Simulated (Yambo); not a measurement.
Yambo run on ZnS (zinc blende, space group F-43m, No. 216). The wavefunctions are LDA (Quantum ESPRESSO, PseudoDojo norm-conserving, 84 Ry, no spin-orbit coupling) ones on a 4×4×4 mesh (13 occupied bands); a = b = c = 3.745 Å, α = β = γ = 60.00°.

Yambo input:

```
rim_cut
HF_and_locXC
RandQpts= 1000000
RandGvec= 1 Ry
EXXRLvcs= 84 Ry
VXCRLvcs= 336 Ry
% QPkrange
 1 | 1 | 13 | 14 |
 3 | 3 | 13 | 14 |
 7 | 7 | 13 | 14 |
 8 | 8 | 13 | 14 |
%
```

k points by index: 1 = Γ, 3 = L, 7 = X, 8 = W.

Resulting energies as the program prints them:

```
#    K-point    Band    Eo [eV]    Ehf [eV]    Vxc [eV]    Vnlxc [eV]
#
    1    13    0.000000    -3.353904    -16.97383    -20.32773
    1    14    2.127852    6.886617    -11.99786    -7.239094
    3    13    -0.967815    -4.479140    -15.78110    -19.29242
    3    14    3.205735    8.072795    -12.46219    -7.595132
    7    13    -2.474223    -6.255997    -14.02740    -17.80918
    7    14    3.054877    7.241323    -11.14431    -6.957861
    8    13    -3.009883    -7.455437    -16.11814    -20.56369
    8    14    5.508857    10.04208    -11.82371    -7.290483
```
Exchange alone, without screening.

Geometry relaxed with LDA.
